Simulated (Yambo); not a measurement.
Yambo run on BaS (rock salt, space group Fm-3m, No. 225) under isotropic strain of -1.5 % on all lattice vectors. The wavefunctions come from this Quantum ESPRESSO step (PBEsol, PseudoDojo standard norm-conserving files, scalar-relativistic):

```
&CONTROL
  calculation = 'nscf'
  pseudo_dir = './pseudo'
  outdir = './out'
/
&SYSTEM
  ibrav = 0
  nat = 2
  ntyp = 2
  ecutwfc = 56.6
  ecutrho = 226.4
  occupations = 'fixed'
  force_symmorphic = .true.
  nbnd = 149
/
&ELECTRONS
  conv_thr = 2e-09
  diago_full_acc = .true.
  diago_thr_init = 1e-08
/
ATOMIC_SPECIES
S 32.0600 S.upf
Ba 137.3270 Ba.upf
CELL_PARAMETERS angstrom
  0.000000000000   3.117188538660   3.117188538660
  3.117188538660   0.000000000000   3.117188538660
  3.117188538660   3.117188538660   0.000000000000
ATOMIC_POSITIONS crystal
S   0.499999858579   0.499999858579   0.499999858579
Ba   0.999999858579   0.999999858579   0.999999858579
K_POINTS automatic
4 4 4 0 0 0
```

Yambo input:

```
rim_cut
gw0
dyson
el_el_corr
HF_and_locXC
ppa
em1d
RandQpts= 1000000
RandGvec= 1 Ry
EXXRLvcs= 56.6 Ry
VXCRLvcs= 226.4 Ry
Chimod= "HARTREE"
% BndsRnXp
 1 | 148 |
%
NGsBlkXp= 10 Ry
% LongDrXp
 1.0 | 1.0 | 1.0 |
%
PPAPntXp= 27.2114 eV
% GbndRnge
 1 | 148 |
%
GTermKind= "BG"
DysSolver= "n"
ExtendOut
% QPkrange
 1 | 1 | 8 | 9 |
 3 | 3 | 8 | 9 |
 7 | 7 | 8 | 9 |
%
```

k points by index: 1 = Γ, 3 = L, 7 = X.

Resulting energies as the program prints them:

```
#    K-point    Band    Eo [eV]    E [eV]    E-Eo [eV]    Vxc [eV]    Vnlxc [eV]    Sc|Eo [eV]    Sc|E [eV]    dSc/dw|Eo [eV]    Re(Z)    Im(Z)
#
    1    8    0.000000    -1.180657    -1.180657    -12.63959    -15.73192    1.596345    1.911670    -7.266867    0.789231    -0.001384
    1    9    3.873342    4.156623    0.283280    -8.492727    -4.218166    -3.932144    -3.991281    -5.678648    0.827343    -0.001031
    3    8    -1.166400    -2.387978    -1.221577    -11.85703    -15.31733    1.902050    2.238718    -7.496909    0.783983    -0.003896
    3    9    5.569932    6.037075    0.467143    -8.503431    -3.772895    -4.161294    -4.263393    -5.942868    0.820738    -0.003228
    7    8    -0.056308    -1.261076    -1.204768    -12.64212    -15.78775    1.621375    1.940866    -7.215535    0.790408    -0.001373
    7    9    1.954276    2.262498    0.308222    -8.347998    -4.418254    -3.558008    -3.621522    -5.605361    0.829190    -0.001202
```
(The two width columns are left out.) Convergence of these settings isn't established.

Geometry strained from the cell relaxed with PBEsol, atoms relaxed again.
